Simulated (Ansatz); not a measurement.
MoRu:
```
CELL_PARAMETERS angstrom
      2.74544     0.00000     0.00000
      0.00000     2.74544     0.00000
      0.00000     0.00000     3.80658
ATOMIC_POSITIONS crystal
  Ru 0.00000 0.00000 0.00000
  Mo 0.50000 0.50000 0.50000
```

Relaxed with PBEsol. Special points in fractions of this cell's reciprocal vectors: Γ (0.000, 0.000, 0.000); X (0.000, 0.500, 0.000); M (0.500, 0.500, 0.000); Z (0.000, 0.000, 0.500); R (0.000, 0.500, 0.500); A (0.500, 0.500, 0.500).

List the band energies nearest the Fermi level at these points for DFT-PBEsol with spin–orbit coupling in the program Ansatz with PAW potentials.

In eV from the Fermi level; about four levels below and three above (degenerate sets whole), none deeper than 8.9 eV; points with the same levels are listed once.

```tsv
k	below	above
Γ	-1.85 -1.85 -1.45 -1.45	0.41 0.41 1.13 1.13
X	-1.08 -1.08 -0.22 -0.22	0.40 0.40 1.80 1.80
M	-5.27 -5.27 -5.24 -5.24	2.17 2.17 2.33 2.33
Z	-0.60 -0.60 -0.50 -0.50	0.16 0.16 0.75 0.75
R	-1.97 -1.97 -1.25 -1.25	1.23 1.23 1.57 1.57
A	-2.37 -2.37 -0.42 -0.42	1.51 1.51 2.19 2.19
```

Space group P4/mmm (L1₀ or tetragonal B2). The start of the workflow was typed in or built on a structure type; neither database checked (COD, Materials Project) lists it. Its standing as an ambient phase is unchecked. Symmetry was held in the PBEsol relaxation; whether a distortion lowers the energy is not shown. The run is not spin-polarised.

Potentials: the earlier of the program's two PAW sets. The files were generated under PBE; for other functionals the program regenerates the frozen cores, and for LDA and PBEsol the local potential too.
